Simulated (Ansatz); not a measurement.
The start is a relaxed SnSe cell displaced along its unstable phonon at q = (0, 0, ½) of its primitive reciprocal cell (58i cm⁻¹), largest move 0.15 Å. A full variable-cell relaxation at zero pressure is run with PBEsol (plane waves to 420 eV, PAW, scalar-relativistic; Ansatz, a first-principles code). The first steps use a coarse 8×8×6 k-mesh.

Input geometry:
```yaml
crystal:
  lattice:
    - [4.08821, 0.00000, 0.00000]
    - [0.00000, 4.08821, 0.00000]
    - [0.00000, 0.00000, 6.07586]
  atoms:
    - { symbol: Sn, position: [0.00000, 0.98169, 0.00000] }
    - { symbol: Sn, position: [0.00000, 0.01831, 0.50000] }
    - { symbol: Se, position: [0.50000, 0.53669, 0.00000] }
    - { symbol: Se, position: [0.50000, 0.46331, 0.50000] }
```

**Question.** By how much does the energy per atom fall from start to end?

**Answer.** 0.02 eV/atom.

**Question.** How does the volume change?

**Answer.** +3.6 %, from 25.39 to 26.30 Å³/atom.

**Question.** Is the parent structure recovered?

**Answer.** It does not go back: it reaches Pmma (No. 51), 0.02 eV/atom below the parent.

**Question.** How do the shortest distances between atoms change?

**Answer.** The closest pairs of elements (up to four, under 3.6 Å), start → end: Se–Sn 2.74 → 2.73 Å; Sn–Sn 3.04 → 3.01 Å; Se–Se 3.05 → 3.03 Å.

**Question.** Give the final cell and atomic positions.

**Answer.** 
Space group Pmma (No. 51); a = 5.994 Å, b = 4.015 Å, c = 4.371 Å, α = 90.00°, β = 90.00°, γ = 90.00°

```
atom  site  symmetry       x       y       z
----  ----  --------  ------  ------  ------
Sn      2e       mm2  0.2500  0.0000  0.0261
Se      2f       mm2  0.2500  0.5000  0.4503
```

Final values are on a 8×12×11 k-mesh of the relaxed cell. No spin polarisation in the result.

The run could not lose the symmetry of its start, so the end can be a saddle point.

The relaxed structure here is a generated cell of SnSe: the first start was made by placing the elements on the sites of a structure type, and the end was not matched to a known phase here, so it may be hypothetical. Known forms of SnSe include space group No. 62.
